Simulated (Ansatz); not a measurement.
CeO2:
Space group Fm-3m (No. 225); a = b = c = 5.438 Å, α = β = γ = 90.00°

| atom | site | symmetry | x | y | z |
|---|---|---|---|---|---|
| Ce | 4a | m-3m | 0.0000 | 0.0000 | 0.0000 |
| O | 8c | -43m | 0.2500 | 0.2500 | 0.2500 |
(The calculation used a cell of 3 atoms; values per cell refer to that cell.)

Relaxed with r²SCAN.

**Question.** Give the optical modes at the zone centre with their infrared and Raman activity from DFPT, the program Ansatz at the r²SCAN level (PAW).

**Answer.** Transverse frequencies, without the LO–TO term; a row sums one degenerate level.

```csv
ω (cm⁻¹),degeneracy,IR ((D/Å)²/amu),Raman (Å⁴/amu),activity,symmetry
268,3,87.25,0,IR,T1u
434,3,0.00,1100,Raman,T2g
```

**Question.** How high does the top mode go among those that the LO–TO term moves?

**Answer.** 540 cm⁻¹ for q along x.

Symmetry was held in the r²SCAN relaxation. No spin polarisation was allowed. The 4f shell is in the valence. No Hubbard U is applied. Spin–orbit coupling is left out wherever it is not named.

Potentials: the earlier of the program's two PAW sets. The files were generated under PBE; for other functionals the program regenerates the frozen cores, and for LDA and PBEsol the local potential too.
